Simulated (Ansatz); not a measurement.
Molecular dynamics on a 2×2×1 supercell (16 atoms) of CdHgS₂ (ordering on zincblende), relaxed with r2SCAN. Forces come from PBE in the PAW code Ansatz: Langevin thermostat and barostat (NPT), 450 K, steps of 1 fs. Computed, non-magnetic; the trajectory is short and the cell small, so nothing here is a converged average. The structure comes from a prototype and may be hypothetical.

```yaml
crystal:
  lattice:
    - [8.3617089653, 0.0, 0.0]
    - [0.0, 8.3617089653, 0.0]
    - [0.0, 0.0, 5.8842973364]
  atoms:
    - { symbol: Cd, position: [0.0, 0.0, 0.0] }
    - { symbol: S, position: [0.0, 0.25, 0.2465594814] }
    - { symbol: Hg, position: [0.25, 0.25, 0.5] }
    - { symbol: S, position: [0.25, 0.0, 0.7534405186] }
    - { symbol: Cd, position: [0.0, 0.5, 0.0] }
    - { symbol: S, position: [0.0, 0.75, 0.2465594814] }
    - { symbol: Hg, position: [0.25, 0.75, 0.5] }
    - { symbol: S, position: [0.25, 0.5, 0.7534405186] }
    - { symbol: Cd, position: [0.5, 0.0, 0.0] }
    - { symbol: S, position: [0.5, 0.25, 0.2465594814] }
    - { symbol: Hg, position: [0.75, 0.25, 0.5] }
    - { symbol: S, position: [0.75, 0.0, 0.7534405186] }
    - { symbol: Cd, position: [0.5, 0.5, 0.0] }
    - { symbol: S, position: [0.5, 0.75, 0.2465594814] }
    - { symbol: Hg, position: [0.75, 0.75, 0.5] }
    - { symbol: S, position: [0.75, 0.5, 0.7534405186] }
kpoints:
  mp_grid: { grid: [2, 2, 2] }
hamiltonian:
  xc: pbe
scf:
  occupations: { method: fermi_dirac, width: 0.039 }
md:
  ensemble: npt_langevin
  temperature: 450
  timestep: 1.0
  n_steps: 30
  initial_velocities: maxwell_boltzmann
  seed: 5380
```

Run as `ansatz run input.yaml --threads 4 --pin off --max-ram 3686MiB --backend cpu --events-out ev --progress --plain --runs-dir out`. Wall time 6.4 min on 4 threads of Intel(R) Xeon(R) Processor @ 2.50GHz (Skylake/Cascade Lake) (shared host); peak host memory 1.7 GiB.

```
step  t (fs)  T (K)  free energy F from step 0 (meV/atom)  kinetic energy (meV/atom)  pressure (GPa)  volume (Å³/atom)  largest force (eV/Å)
   0       0    422                                   0.0                       54.5            1.81             25.71                  0.02
   1       1    427                                   0.0                       55.2            1.80             25.72                  0.09
   2       2    430                                   0.1                       55.6            1.77             25.73                  0.17
   3       3    449                                   0.3                       58.0            1.73             25.76                  0.26
   4       4    412                                   0.5                       53.2            1.65             25.79                  0.35
   5       5    433                                   1.0                       55.9            1.60             25.82                  0.43
   6       6    405                                   1.5                       52.3            1.53             25.85                  0.51
   7       7    388                                   2.2                       50.2            1.46             25.89                  0.59
   8       8    368                                   2.9                       47.6            1.37             25.93                  0.66
   9       9    359                                   3.7                       46.4            1.28             25.98                  0.73
  10      10    372                                   4.5                       48.0            1.17             26.04                  0.79
  11      11    340                                   5.4                       44.0            1.03             26.11                  0.85
  12      12    337                                   6.4                       43.5            0.89             26.19                  0.90
  13      13    333                                   7.3                       43.1            0.73             26.27                  0.95
  14      14    335                                   8.4                       43.3            0.56             26.37                  1.00
  15      15    336                                   9.6                       43.5            0.41             26.46                  1.05
  16      16    323                                  10.9                       41.8            0.25             26.54                  1.09
  17      17    306                                  12.2                       39.6            0.10             26.63                  1.13
  18      18    327                                  13.7                       42.3           -0.04             26.72                  1.17
  19      19    324                                  15.3                       41.9           -0.18             26.81                  1.21
  20      20    293                                  16.9                       37.9           -0.33             26.90                  1.25
  21      21    284                                  18.6                       36.7           -0.47             26.98                  1.29
  22      22    260                                  20.3                       33.6           -0.60             27.07                  1.32
  23      23    248                                  22.0                       32.1           -0.72             27.15                  1.35
  24      24    252                                  23.7                       32.6           -0.84             27.23                  1.37
  25      25    253                                  25.4                       32.7           -0.94             27.30                  1.39
  26      26    273                                  27.0                       35.3           -1.02             27.37                  1.41
  27      27    252                                  28.7                       32.6           -1.10             27.43                  1.43
  28      28    239                                  30.3                       30.9           -1.17             27.48                  1.45
  29      29    235                                  31.9                       30.4           -1.22             27.52                  1.47
  30      30    255                                  33.3                       32.9           -1.24             27.55                  1.49
```

The temperature starts at 422 K, is lowest at step 29 (235 K, 29 fs) and ends at 255 K. The thermostat hasn't had time to restore it. The atoms start on their lattice sites with kinetic energy alone, so much of it first passes into potential energy.

Positions (Å) and forces (eV/Å) at step 30:
```
cell (Å): 8.556 0.000 0.000; 0.000 8.556 0.000; 0.000 0.000 6.021
Cd  -0.034   0.072  -0.019     0.126  -0.463   0.152
S   -0.220   2.161   1.453     1.032  -0.245  -0.155
Hg   2.119   2.096   3.071    -0.028   0.274  -0.237
S    2.140  -0.042   4.468    -0.228   0.048   0.374
Cd   0.060   4.279  -0.014    -0.413  -0.435  -0.122
S    0.044   6.226   1.438    -0.350   1.351   0.508
Hg   2.186   6.420   2.976    -0.305  -0.276  -0.001
S    2.037   4.252   4.536     0.838  -0.043  -0.297
Cd   4.196   0.013   0.052     0.205   0.201  -0.113
S    4.269   2.185   1.502    -0.331  -0.119  -0.139
Hg   6.419   2.136   3.004    -0.387  -0.025   0.449
S    6.402  -0.048   4.575    -0.292   0.200  -0.189
Cd   4.383   4.334  -0.034    -0.524  -0.393  -0.053
S    4.187   6.393   1.397     0.419   0.229   0.367
Hg   6.383   6.416   3.038     0.178   0.037  -0.271
S    6.426   4.325   4.553     0.061  -0.342  -0.273
```
